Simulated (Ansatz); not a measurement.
SiO2:
Space group P3₂21 (No. 154); a = 4.948 Å, b = 4.948 Å, c = 5.441 Å, α = 90.00°, β = 90.00°, γ = 120.00°

| atom | site | symmetry | x | y | z |
|---|---|---|---|---|---|
| Si | 3a | .2. | 0.5297 | 0.5297 | 0.0000 |
| O | 6c | 1 | 0.2671 | 0.4125 | 0.2146 |

Relaxed with PBEsol.

Problem. Decompose the optical modes at the zone centre into irreducible representations, and say which are infrared and Raman allowed.

Solution. Point group 32: Γ_opt = 4A1 + 4A2 + 8E. Infrared: A2, E. Raman: A1, E.

Problem. Assign frequencies (DFPT, the program Ansatz at the PBEsol level (PAW); without the LO–TO term).

Solution. E 121, A1 197, E 248, A1 335, A2 340, E 370, E 421, A1 441, A2 465, E 675, A2 757, E 776, E 1044, A2 1051, A1 1061, E 1135 cm⁻¹.

Space group P3_221. The PBEsol relaxation kept the symmetry of its start; phonons show weakly imaginary modes.

Potentials: the earlier of the program's two PAW sets. The files were generated under PBE; for other functionals the program regenerates the frozen cores, and for LDA and PBEsol the local potential too.
